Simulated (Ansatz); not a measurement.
YSi3Ir:
```
YSi3Ir
1.0
   -2.08702     2.08702     4.89197
    2.08702    -2.08702     4.89197
    2.08702     2.08702    -4.89197
Y Si Ir
1 3 1
Direct
  0.99749   0.99749   0.00000
  0.41498   0.41498   0.00000
  0.26453   0.76453   0.50000
  0.76453   0.26453   0.50000
  0.65248   0.65248   0.00000
```

Relaxed with r²SCAN. Special points in fractions of this cell's reciprocal vectors: Γ (0.000, 0.000, 0.000); X (0.000, 0.000, 0.500); P (0.250, 0.250, 0.250); N (0.000, 0.500, 0.000); M (0.500, 0.500, -0.500); S (0.296, 0.704, -0.296); S0 (-0.296, 0.296, 0.296); R (-0.091, 0.091, 0.500); G (0.500, 0.500, -0.091).

Task: List the band energies nearest the Fermi level at these points for r²SCAN (plane waves, PAW; program Ansatz).

Result: In eV from the Fermi level; about four levels below and three above (degenerate sets whole), none deeper than 8.9 eV; points with the same levels are listed once.

| k | below | above |
|---|---|---|
| Γ | -1.91 -1.91 -0.03 -0.03 | 0.54 2.34 2.49 |
| X | -3.66 -3.06 -2.75 -2.35 | 2.03 3.54 3.60 |
| P | -3.52 -2.89 -2.89 -2.59 | 1.61 3.25 3.58 3.58 |
| N | -3.44 -2.52 -1.65 -0.74 | 0.03 1.95 2.05 |
| M | -3.17 -3.17 -2.40 -0.77 | 0.74 0.74 1.70 |
| S | -2.91 -2.65 -1.67 -0.25 | 0.70 2.12 2.24 |
| R | -3.34 -2.61 -2.57 -2.00 | 1.76 3.07 3.35 |

Space group I4mm. The workflow started from a Materials Project entry (that database holds measured and hypothetical structures alike); the Crystallography Open Database copy checked does not list it. Whether it is the stable phase at ambient conditions was not checked. The cell was relaxed with r²SCAN under the symmetry of its start; its stability against distortions is not shown here. The run is not spin-polarised. Scalar-relativistic: spin–orbit coupling is off unless named, which matters more the heavier the elements.

Potentials: the later of the program's two PAW sets.
